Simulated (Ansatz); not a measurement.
HfN (rock salt)

```
CELL_PARAMETERS angstrom
      0.00000     2.26297     2.26297
      2.26297     0.00000     2.26297
      2.26297     2.26297     0.00000
ATOMIC_POSITIONS crystal
  N  0.00000 0.00000 0.00000
  Hf 0.50000 0.50000 0.50000
```

This relaxed cell (volume V₀) is scaled evenly in all directions, its shape held. Symmetry pins the atoms to their sites.

Computed with r2SCAN (plane waves to 500 eV, PAW, scalar-relativistic; Ansatz, a program for electronic structure). k mesh 18×18×18 (Γ-centred), Fermi-Dirac smearing 0.05 eV. The energy includes the smearing's −TS. Compression counts positive. HfN is run without spin polarisation. HfN was relaxed with its symmetry unable to fall. Spin-orbit coupling is left out, though Hf is heavy. The PAW data are Ansatz's earlier set. ΔE is measured from the relaxed starting cell. The last digit holds for this mesh only.

```tsv
V (Å³/atom)	ΔE (meV/atom)
10.430	122.3
10.662	75.4
10.893	40.8
11.125	17.5
11.357	4.2
11.589	0.0
11.820	3.9
12.052	15.3
12.284	withheld
12.516	57.1
12.748	86.3
```

### Question
Fit a third-order Birch-Murnaghan form (E₀, V₀, B₀, B₀′ free) to the given rows and predict ΔE at V = 12.284.

### Answer
Least squares on the 10 given rows: ΔE = E₀ + (9V₀B₀/16)·y²·[2 + (B₀′ − 4)y], y = (V₀/V)^(2/3) − 1, with V₀ = 11.588 Å³/atom, B₀ = 281.7 GPa (160.2 GPa = 1 eV/Å³; the term in eV is multiplied by 1000), B₀′ = 4.26, E₀ = 0.01 meV/atom; root-mean-square residual 0.05 meV/atom. At 12.284 the fit gives 33.2 meV/atom; the calculation gives 33.2 meV/atom, the same to the digits shown. For the pressure the fit gives -14.5 GPa against the computed -14.5 GPa.

(Under strain, the slope of the energy per volume gives the stress and its curvature an elastic modulus.)
